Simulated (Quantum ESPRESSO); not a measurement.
**Band energies of SnSe$_{2}$**

```
CELL_PARAMETERS angstrom
      3.84529     0.00000     0.00000
     -1.92265     3.33012     0.00000
      0.00000     0.00000     5.99052
ATOMIC_POSITIONS crystal
  Se 0.66667 0.33333 0.73451
  Se 0.33333 0.66667 0.26549
  Sn 0.00000 0.00000 0.00000
```

PBE (stringent potentials; Quantum ESPRESSO, PseudoDojo norm-conserving, 104 Ry, scalar-relativistic); path ΓMKΓALHA,LM,KH; energies in eV from the valence-band maximum.

```
k (1/Å)  point  band 31  band 32  band 33  band 34  band 35  band 36  band 37  band 38
-------  -----  -------  -------  -------  -------  -------  -------  -------  -------
0.00         Γ    -0.77    -0.77    -0.62    -0.62    -0.14     0.64     2.87     4.44
0.35              -3.06    -1.97    -1.74    -0.26    -0.15     1.95     3.51     4.66
0.71              -4.24    -3.27    -2.55    -1.17    -0.37     1.22     3.58     4.90
0.94         M    -4.38    -3.28    -2.72    -1.72    -0.42     1.07     3.46     4.85
1.16              -4.23    -3.17    -3.12    -1.70    -1.20     1.11     4.49     4.83
1.49         K    -3.61    -3.61    -3.32    -2.01    -2.01     0.72     6.20     6.20
1.92              -3.79    -3.75    -1.87    -1.80    -0.66     1.46     5.12     5.18
2.25              -2.72    -2.35    -0.89    -0.83    -0.03     2.00     3.93     4.02
2.58         Γ    -0.77    -0.77    -0.62    -0.62    -0.14     0.64     2.87     4.44
2.68              -0.81    -0.81    -0.57    -0.57    -0.53     0.98     2.87     4.39
3.00              -2.27    -0.93    -0.93    -0.37    -0.37     2.20     2.77     4.08
3.10         A    -2.47    -0.94    -0.94    -0.35    -0.35     2.34     2.72     4.04
3.42              -2.57    -1.94    -1.42    -1.32    -0.54     1.76     3.93     4.75
3.73              -4.29    -2.14    -2.07    -1.40    -0.89     0.85     4.21     5.14
4.05         L    -5.06    -2.43    -2.08    -1.15    -1.05     0.58     3.89     4.50
4.15              -5.02    -2.76    -2.28    -0.96    -0.93     0.74     3.94     4.64
4.48              -4.52    -4.23    -3.67    -0.51    -0.43     2.04     4.19     4.26
4.59         H    -4.37    -4.37    -3.89    -0.43    -0.43     2.17     4.16     4.16
4.86              -4.44    -3.87    -3.13    -0.72    -0.65     1.91     4.16     4.82
5.13              -3.59    -2.77    -2.19    -1.18    -0.94     1.80     4.20     5.47
5.50              -2.43    -1.32    -1.24    -0.81    -0.44     2.17     3.27     4.37
5.68         A    -2.47    -0.94    -0.94    -0.35    -0.35     2.34     2.72     4.04
5.68         L    -5.06    -2.43    -2.08    -1.15    -1.05     0.58     3.89     4.50
6.10              -4.46    -3.20    -2.70    -1.58    -0.48     0.94     3.52     4.94
6.20         M    -4.38    -3.28    -2.72    -1.72    -0.42     1.07     3.46     4.85
6.20         K    -3.61    -3.61    -3.32    -2.01    -2.01     0.72     6.20     6.20
6.31              -3.73    -3.73    -3.38    -1.83    -1.83     0.84     5.97     5.97
6.73         H    -4.37    -4.37    -3.89    -0.43    -0.43     2.17     4.16     4.16
```

The PBE gap is indirect, 0.42 eV, from 80 % of the way from K to Γ to 40 % of the way from L to M; the smallest direct gap is 0.78 eV.

Spin-orbit splittings are left out.

Geometry relaxed with PBE+D3(BJ).
